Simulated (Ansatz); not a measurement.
Given:

TaSi:
```
TaSi
1.0
    5.57508     0.00000     0.00000
   -2.78754     4.82816     0.00000
    0.00000     0.00000     4.27277
Ta Si
3 3
Cartesian
  2.78754   0.00000   0.00000
  1.39377   2.41408   0.00000
 -1.39377   2.41408   0.00000
  0.00000   0.00000   0.00000
  0.00000   3.21878   2.13638
  2.78754   1.60939   2.13638
```

This is the PBE-relaxed structure.

All from plane-wave PAW PBE (Ansatz code), unless another level is named. Predict the electronic character.

metallic (no gap).

What about the density of states at the Fermi level?

0.41 states/eV per atom (mean over ±0.08 eV).

What about the formation energy from the elements (no fitted shifts)?

-0.037 eV/atom.

Space group P6/mmm. A made-up cell: these elements were put on the sites of a structure type; neither database checked (COD, Materials Project) lists it. Its standing as an ambient phase is unchecked. Symmetry was held in the PBE relaxation; whether a distortion lowers the energy is not shown. No spin polarisation was allowed. The references are the lowest solids computed at this level, not always the standard phases. Scalar-relativistic: spin–orbit coupling is off unless named, which matters more the heavier the elements.

Potentials: the later of the program's two PAW sets.
